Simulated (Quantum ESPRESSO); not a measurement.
**Kohn-Sham bands of CaSi (Cmcm)**

```xyz
4
Lattice="0.0000 0.0000 3.9054 -4.5549 0.0000 0.0000 2.2775 -5.3457 0.0000" Properties=species:S:1:pos:R:3 pbc="T T T"
Ca     0.0000    -1.4809    -0.9764
Ca     0.0000     1.4809     0.9764
Si    -2.2775     0.7318    -0.9764
Si     2.2775    -0.7318     0.9764
```

Structure: Materials Project mp-1563, symmetrised, not relaxed again. COD (Crystallography Open Database) has an entry of this formula and space group (matched by these alone). Method: PBEsol plane waves in Quantum ESPRESSO 7.5 (PseudoDojo norm-conserving files, 55 Ry, no spin polarisation, no spin-orbit coupling), Bloch states on a 6×6×6 mesh through Γ, Wannier90 4.0.1. Density: 8×8×8 mesh, cold smearing 0.01 Ry.

### Question
List the Kohn-Sham levels between −8 and 3.0 eV relative to the Fermi level at the high-symmetry points, as a band run of pw.x on that density gives them (levels within 2 meV counted together).

### Answer
```json
[
 {"point": "Γ", "k (reciprocal lattice)": "0.000 0.000 0.000", "levels (eV)": "-5.21, -2.58, -2.31, -1.82, -0.33, 0.80, 0.93, 2.76"},
 {"point": "Y", "k (reciprocal lattice)": "0.000 0.000 -0.500", "levels (eV)": "-6.08, -2.22, -1.88, -0.88, -0.18, 0.01, 1.94, 2.23, 2.47, 2.69, 2.82"},
 {"point": "C_0", "k (reciprocal lattice)": "0.000 -0.409 -0.295", "levels (eV)": "-5.23, -4.12, -2.03, -1.21, -1.11, 1.01, 1.55, 1.81, 2.35, 2.86, 2.90"},
 {"point": "Σ_0", "k (reciprocal lattice)": "0.000 -0.591 0.295", "levels (eV)": "-5.23, -4.12, -2.03, -1.21, -1.11, 1.01, 1.55, 1.81, 2.35, 2.86, 2.90"},
 {"point": "Z", "k (reciprocal lattice)": "0.500 0.000 0.000", "levels (eV)": "-7.91 (×2), -2.49 (×2), -1.32 (×2), -0.17 (×2), 2.72 (×2)"},
 {"point": "A_0", "k (reciprocal lattice)": "0.500 -0.591 0.295", "levels (eV)": "-7.68 (×2), -2.90 (×2), -2.03 (×2), 0.70 (×2), 2.94 (×2)"},
 {"point": "E_0", "k (reciprocal lattice)": "0.500 -0.409 -0.295", "levels (eV)": "-7.68 (×2), -2.90 (×2), -2.03 (×2), 0.70 (×2), 2.94 (×2)"},
 {"point": "T", "k (reciprocal lattice)": "0.500 0.000 -0.500", "levels (eV)": "-7.74 (×2), -3.41 (×2), -1.10 (×2), 1.12 (×2), 2.43 (×2), 2.55 (×2)"},
 {"point": "S", "k (reciprocal lattice)": "0.000 -0.500 0.000", "levels (eV)": "-5.14, -3.98, -2.16, -2.03, -0.71, 1.09, 1.57, 1.67"},
 {"point": "R", "k (reciprocal lattice)": "0.500 -0.500 0.000", "levels (eV)": "-7.70 (×2), -2.77 (×2), -2.02 (×2), 0.36 (×2)"}
]
```
